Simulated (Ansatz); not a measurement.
## Zn2Cd3Se5 (I-4m2) at 2 levels of theory

One geometry, relaxed with PBE; plane waves with PAW potentials in Ansatz, scalar-relativistic. No spin polarisation. Gaps are the least over mesh and band path; pressure is positive in compression.

```xyz
10
Lattice="-2.1152 2.1152 15.1574 2.1152 -2.1152 15.1574 2.1152 2.1152 -15.1574" Properties=species:S:1:pos:R:3 pbc="T T T"
Zn    0.0000    0.0000   27.3355
Zn    0.0000    0.0000    2.9794
Cd    0.0000    0.0000   15.1574
Cd    0.0000    0.0000   21.1165
Cd    0.0000    0.0000    9.1983
Se    0.0000    2.1152    1.6270
Se    2.1152    0.0000    4.3317
Se    0.0000    2.1152    7.5787
Se    2.1152    0.0000   10.8257
Se    0.0000    2.1152   13.5304
```

```csv
level,cutoff (eV),k mesh,gap (eV),pressure (GPa)
PBE,420,10×10×10,0.64,0.0
```

Q: What comes out on the same cell with r2SCAN?

A:
```csv
level,cutoff (eV),k mesh,gap (eV),pressure (GPa)
r2SCAN,500,10×10×10,1.14,-1.7
```

It was reached by relaxing an invented guess, and it needn't be the stable form of this composition.
